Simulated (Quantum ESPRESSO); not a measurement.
Kohn-Sham bands of AlP (zinc blende)

```
AlP
1.0
    0.00000     2.73649     2.73649
    2.73649     0.00000     2.73649
    2.73649     2.73649     0.00000
Al P
1 1
Direct
  0.00000   0.00000   0.00000
  0.25000   0.25000   0.25000
```

Structure: Materials Project mp-1550, symmetrised, not relaxed again. COD (Crystallography Open Database) has an entry of this formula and space group (matched by these alone). Level: PBEsol, no spin polarisation, no spin-orbit coupling; pw.x of Quantum ESPRESSO at 36 Ry with PseudoDojo potentials, 10×10×10 k-points, Wannier90. Density: 10×10×10 mesh, cold smearing 0.01 Ry.

Task: List the Kohn-Sham levels between −8 and 4.4 eV relative to the valence-band maximum at the high-symmetry points, as a band run of pw.x on that density gives them (levels within 2 meV counted together).

Result: 
| point | k (reciprocal lattice) | levels (eV) |
|---|---|---|
| Γ | 0.000 0.000 0.000 | 0.00 (×3), 3.11 |
| X | -0.500 -0.500 0.000 | -5.32, -2.11 (×2), 1.45, 2.37 |
| U | -0.375 -0.375 0.250 | -5.03, -3.45, -1.74, 2.32 |
| K | -0.375 0.000 0.375 | -5.03, -3.45, -1.74, 2.32 |
| L | 0.000 0.000 0.500 | -5.55, -0.76 (×2), 2.69 |
| W | -0.500 -0.250 0.250 | -4.92, -3.20, -2.84, 4.22 |
